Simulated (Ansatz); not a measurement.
Sn2GeTe3:
```
CELL_PARAMETERS angstrom
      4.40734     0.00000     0.00000
     -2.20367     3.81687     0.00000
      0.00000     0.00000    10.81796
ATOMIC_POSITIONS crystal
  Sn 0.33333 0.66667 0.82600
  Sn 0.66667 0.33333 0.17400
  Ge 0.00000 0.00000 0.50000
  Te 0.33333 0.66667 0.34788
  Te 0.66667 0.33333 0.65212
  Te 0.00000 0.00000 0.00000
```

Relaxed with r²SCAN. Special points in fractions of this cell's reciprocal vectors: Γ (0.000, 0.000, 0.000); M (0.500, 0.000, 0.000); K (0.333, 0.333, 0.000); A (0.000, 0.000, 0.500); L (0.500, 0.000, 0.500); H (0.333, 0.333, 0.500).

### Question
List the band energies nearest the valence-band maximum at these points for r²SCAN in the plane-wave PAW code Ansatz.

### Answer
In eV from the valence-band maximum; about four levels below and three above (degenerate sets whole), none deeper than 8.9 eV; points with the same levels are listed once.

```
k                          below           above
-  -----------------------------  --------------
Γ        -2.08 -2.08 -0.95 -0.37  0.68 0.68 1.07
M        -2.88 -2.65 -2.02 -1.81  1.51 1.67 1.77
K  -3.04 -3.04 -2.38 -2.35 -2.35  2.09 2.17 2.17
A   -1.94 -1.94 -1.94 -1.16 0.00  0.21 0.24 0.24
L        -3.19 -1.93 -1.92 -0.07  0.21 0.25 0.26
H  -4.34 -4.34 -1.16 -0.95 -0.95  0.58 0.64 0.64
```

Space group P-3m1. The first step of the workflow began from a Materials Project structure, measured or hypothetical; the Crystallography Open Database copy checked does not list it. With Sn and Ge taken as one species the cell has the higher symmetry Fm-3m, so it may be an ordered model of a mixed-site phase. Whether it is the stable phase at ambient conditions was not checked. The r²SCAN relaxation kept the symmetry of its start. At this level the phase is dynamically unstable (imaginary phonons). Spin–orbit coupling is left out wherever it is not named.

Potentials: the later of the program's two PAW sets.
